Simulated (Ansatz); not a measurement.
ZrMo:
```cif
data_MoZr
_chemical_formula_sum 'Mo1 Zr1'
_space_group_name_H-M_alt 'Pm-3m'
_space_group_IT_number 221
_space_group_name_Hall '-P 4 2 3'
_cell_length_a 3.34096
_cell_length_b 3.34096
_cell_length_c 3.34096
_cell_angle_alpha 90.000
_cell_angle_beta 90.000
_cell_angle_gamma 90.000
loop_
_atom_site_label
_atom_site_type_symbol
_atom_site_symmetry_multiplicity
_atom_site_Wyckoff_symbol
_atom_site_fract_x
_atom_site_fract_y
_atom_site_fract_z
_atom_site_occupancy
Mo1 Mo 1 a 0.00000 0.00000 0.00000 1
Zr1 Zr 1 b 0.50000 0.50000 0.50000 1
```

Relaxed with PBE.

Q: Which orbitals make up the states near the Fermi level in DFT-PBE in the program Ansatz with PAW potentials?

A: Within 0.5 eV of the Fermi level: Mo 4d 57 %, Zr 4d 29 %. Projections are on Löwdin-orthogonalised atomic valence shells; empty p or d shells of many metals are not among them.

Q: Tabulate the density of states.

A: States/eV per cell of 2 atoms, in 0.25 eV bins, energy from the Fermi level.

```
E (eV)  total  Mo 4d  Zr 4d  Mo 5s
------  -----  -----  -----  -----
-5.85    0.00   0.00   0.00   0.00
-5.60    0.04   0.00   0.00   0.02
-5.35    0.08   0.00   0.00   0.04
-5.10    0.12   0.00   0.00   0.05
-4.85    0.15   0.00   0.00   0.07
-4.60    0.19   0.00   0.00   0.08
-4.35    0.23   0.01   0.01   0.09
-4.10    0.27   0.01   0.01   0.11
-3.85    0.34   0.02   0.02   0.13
-3.60    0.53   0.08   0.08   0.17
-3.35    1.52   0.50   0.45   0.28
-3.10    2.05   0.82   0.63   0.28
-2.85    2.33   1.04   0.74   0.26
-2.60    2.91   1.42   0.95   0.24
-2.35    2.89   1.53   0.98   0.11
-2.10    2.64   1.40   0.90   0.10
-1.85    1.31   0.75   0.45   0.04
-1.60    1.87   1.22   0.57   0.03
-1.35    4.70   2.99   1.57   0.03
-1.10    3.36   2.14   1.09   0.04
-0.85    2.38   1.48   0.78   0.04
-0.60    2.61   1.59   0.79   0.09
-0.35    3.94   2.39   1.10   0.19
-0.10    3.97   2.23   1.22   0.15
0.15     2.82   1.59   0.83   0.09
0.40     1.39   0.73   0.38   0.07
0.65     1.35   0.81   0.30   0.05
0.90     1.31   0.89   0.22   0.04
1.15     0.59   0.25   0.18   0.03
1.40     0.49   0.18   0.18   0.02
1.65     0.50   0.18   0.21   0.01
1.90     0.70   0.24   0.37   0.01
2.15     1.44   0.42   0.93   0.01
2.40     2.12   0.70   1.30   0.01
2.65     3.87   1.80   1.88   0.03
2.90     4.51   2.20   2.12   0.04
3.15     3.32   1.36   1.71   0.08
3.40     3.21   1.20   1.74   0.11
3.65     3.42   1.20   1.74   0.26
3.90     1.93   0.58   1.06   0.20
4.15     1.00   0.23   0.67   0.05
4.40     0.99   0.21   0.68   0.04
4.65     1.11   0.24   0.78   0.03
```

The start of the workflow was typed in or built on a structure type; neither database checked (COD, Materials Project) lists it. Its standing as an ambient phase is unchecked. The PBE relaxation kept the symmetry of its start; its stability against distortions is not shown here. The run is not spin-polarised. Scalar-relativistic: spin–orbit coupling is off unless named, which matters more the heavier the elements.

Potentials: the earlier of the program's two PAW sets.
